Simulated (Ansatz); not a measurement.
Li4MoO5 in space group I4 (No. 79; Li on 8c, Mo on 2a, O on 8c, O on 2a), the program Ansatz at the r²SCAN level (PAW). The conduction-band minimum lies on the M–Γ line, 39 % of the way from M, with 4 equivalent valleys. Second derivatives d²E/dk² of the lowest band at one valley (eV·Å²), along Cartesian directions:

```tsv
direction	d²E/dk²
[100]	2.398
[010]	3.530
[001]	2.089
[110]	2.533
[101]	2.244
[011]	2.809
```

Find the principal effective masses, the density-of-states mass and the conductivity mass.

Off-diagonal terms follow from H_xy = H[110] − (H_xx + H_yy)/2, and m*/mₑ = 7.620 eV·Å² over each eigenvalue: 2.1, 3.4, 3.6. One valley's DOS mass (m₁m₂m₃)^(1/3) = 2.9, conductivity mass 3/(Σ 1/mᵢ) = 2.9 mₑ.

What effective density of states Nc follows at 300 K for parabolic valleys?

Nc = 2.509e19 × 4 × (2.9)^(3/2) ≈ 5.0e20 cm⁻³.

The workflow started from a Materials Project entry (that database holds measured and hypothetical structures alike); the Crystallography Open Database copy checked does not list it. COD files the formula under space group No. 2, so this cell is another polymorph or a model. Whether it is the stable phase at ambient conditions was not checked. The cell was relaxed with r²SCAN under the symmetry of its start; its stability against distortions is not shown here. No spin polarisation was allowed. No Hubbard U is applied. Scalar-relativistic: spin–orbit coupling is off unless named, which matters more the heavier the elements.

Potentials: the later of the program's two PAW sets.

Edges and masses are those of Kohn–Sham bands, whose gap is no quasiparticle gap.
